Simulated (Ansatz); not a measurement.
# Levels of theory for Ge2Sb2Te5 (P-3m1)

All numbers come from the PAW code Ansatz. (Simulation; no magnetic order is allowed.)

Ge2Sb2Te5 (P-3m1) from a database of computed structures, relaxed with r2SCAN+rVV10. It is trigonal, P-3m1 (No. 164); a = 4.243 Å, c = 17.318 Å in the conventional setting, 30.00 Å³ an atom. Around Ge lie 6 Te at 2.96–2.99 Å; around Sb lie 6 Te at 2.98–3.18 Å; around Te lie 6 Ge at 2.99 Å; around Te lie 3 Ge at 2.96 Å and 3 Sb at 3.18 Å; around Te lie 3 Sb at 2.98 Å.

```
Ge Sb Te
1.0
     4.24272    0.00000    0.00000
    -2.12136    3.67431    0.00000
     0.00000    0.00000   17.31821
Ge Sb Te
2 2 5
Direct
  0.33333 0.66667 0.90091
  0.66667 0.33333 0.09909
  0.00000 0.00000 0.68796
  0.00000 0.00000 0.31204
  0.00000 0.00000 0.00000
  0.66667 0.33333 0.80518
  0.33333 0.66667 0.19482
  0.33333 0.66667 0.58974
  0.66667 0.33333 0.41026
```

On this one geometry the levels give:
```json
{"level": "LDA", "k mesh": "12×12×2", "gap (eV)": "0.36", "kind": "indirect", "edges": "Γ → (-0.048, 0.048, 0.376)", "least direct gap (eV)": "0.45"}
{"level": "PBE+SOC", "k mesh": "12×12×2", "gap (eV)": "0.15", "kind": "direct", "edges": "Γ", "least direct gap (eV)": "0.15"}
{"level": "r2SCAN", "k mesh": "12×12×2", "gap (eV)": "0.39", "kind": "direct", "edges": "Γ", "least direct gap (eV)": "0.39"}
{"level": "HSE06", "k mesh": "6×6×2", "gap (eV)": "0.61", "kind": "indirect", "edges": "Γ → (-0.048, 0.048, 0.376)", "least direct gap (eV)": "0.64"}
{"level": "PBE0", "k mesh": "6×6×2", "gap (eV)": "1.04", "kind": "indirect", "edges": "Γ → (-0.048, 0.048, 0.376)", "least direct gap (eV)": "1.13"}
```
PBE+SOC: smearing of 0.02 eV; the others have fixed occupations.
Wave cutoffs: 420 eV, 500 eV (r2SCAN).
Points off the special ones are mesh points or PBE's searched band edges, reused at the other levels. PBE's own run along the path (0.41 eV) came before the search for the edges and missed one, so it isn't listed. Set aside, since their points miss a band edge that the other levels read or their mesh is too coarse: LC-ωPBE.

HSE06 gives an indirect gap of 0.61 eV, from Γ to k = (-0.048, 0.048, 0.376); the least direct gap is 0.64 eV at Γ.

Direct and least gap lie within 0.04 eV at some levels, so the kind of gap isn't settled.

Only the levels marked +SOC include spin-orbit coupling.

Coordinates of k points refer to the reciprocal vectors of the primitive cell of the runs.

The meshes of the hybrids are coarse, so their gaps aren't converged to the digits shown.
